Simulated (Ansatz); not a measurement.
The relaxed structure here is a generated cell of Be: the first start was made by placing the elements on the sites of a structure type, and the end was not matched to a known phase here, so it may be hypothetical. Known forms of Be include space group No. 194.

A relaxed cell of Be (P6/mmm (No. 191)), relaxed on a k-mesh at least as fine as the one used below. Calculation: r2SCAN (plane waves to 500 eV, PAW, scalar-relativistic; Ansatz, a program for electronic structure). Γ-centred k-mesh 17×17×13 on the run's cell (coarser than for final values), Fermi–Dirac smearing 0.05 eV.

```yaml
crystal:
  lattice:
    - [4.29192, 0.00000, 0.00000]
    - [-1.07298, 1.85846, 0.00000]
    - [0.00000, 0.00000, 2.44560]
  atoms:
    - { symbol: Be, position: [0.00000, 0.00000, 0.00000] }
    - { symbol: Be, position: [0.50000, 0.00000, 0.00000] }
```

The atoms are displaced along an unstable phonon of this cell by (Å):

```json
[
 {"atom": "Be1", "ux": "0.000", "uy": "0.000", "uz": "0.150"},
 {"atom": "Be2", "ux": "0.000", "uy": "0.000", "uz": "-0.150"}
]
```

Task: What forces (eV/Å) and pressure result?

Result: 
```
atom    Fx    Fy     Fz
----  ----  ----  -----
Be1   0.00  0.00   0.38
Be2   0.00  0.00  -0.38
```

Pressure -2.0 GPa.

Task: Estimate the energy cost of the displacement in the harmonic approximation and compare with the calculation.

Result: For a harmonic well ΔE = −½ Σ F·u = -0.058 eV a cell, or -29 meV/atom. The calculated energy relative to the undisplaced cell is -0.03 eV/atom, so the harmonic estimate holds well.

The undisplaced cell is probably no minimum: from this displacement the run went on to Fm-3m (No. 225), 0.46 eV/atom below it.

No spin polarisation in the result.
